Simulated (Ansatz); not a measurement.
Bi$_{2}$Pd in space group C2/m (No. 12; Bi on 4i, Bi on 4i, Pd on 4i), DFT-PBEsol in the program Ansatz with PAW potentials, all energies at zero smearing, with the estimated change up to a 700 eV cutoff added, with one set of potentials and settings (totals compare only within such a set). Cell of 6 atoms (4 Bi, 2 Pd): -62782.921 eV.

```csv
element,reference phase,E (eV/atom)
Bi,"R-3m, 2 atoms in the cell",-12242.0039
Pd,"Fm-3m, 1 atoms in the cell",-6906.6520
```

Formation energy per atom, worked out: (-62782.921 − 4×(-12242.0039) − 2×(-6906.6520))/6 = -0.267 eV/atom (-26 kJ per mol of atoms), at 0 K, without zero-point energy or fitted corrections.

The first step of the workflow began from a Materials Project structure, measured or hypothetical; the Crystallography Open Database files this formula in space group No. 12, but the cells were not matched. Its standing as an ambient phase is unchecked. The cell was relaxed with PBEsol under the symmetry of its start; its stability against distortions is not shown here. The run is not spin-polarised. The references are the lowest solids computed at this level, not always the standard phases. Scalar-relativistic: spin–orbit coupling is off unless named, which matters more the heavier the elements.

Potentials: the later of the program's two PAW sets.
